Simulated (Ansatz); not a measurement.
**Two-dimensional strain map in Pd**

These are results of DFT r2SCAN, scalar-relativistic, plane waves, PAW in Ansatz, not measurements. Cutoff 500 eV, Γ-centred 20×20×20 k-points, Gaussian smearing of 0.15 eV. No spin polarisation. Energies are free energies at this smearing, counted from the undisturbed cell; pressure is positive in compression.

Reference structure (as given, not relaxed at this level; it stands at 2.8 GPa):

```xyz
1
Lattice="0.0000 1.9449 1.9449 1.9449 0.0000 1.9449 1.9449 1.9449 0.0000" Properties=species:S:1:pos:R:3 pbc="T T T"
Pd    0.0000    0.0000    0.0000
```

The cell is strained by p along both x and y and by q along z, fractional coordinates fixed. Points are written (p, q).

Energy above the undisturbed cell in meV/atom (a dash: not computed):

| p \ q | -0.050 | 0.000 | 0.050 |
| --- | --- | --- | --- |
| -0.050 | 295.1 | 139.6 | 63.6 |
| 0.000 | 41.9 | 0.0 | 10.8 |
| 0.050 | 14.0 | 53.3 | – |

Pressure in GPa:

```
 p \ q  -0.050  0.000  0.050
-0.050    49.2   30.1   16.1
 0.000    14.7    2.8   -5.6
 0.050    -5.0  -12.0      –
```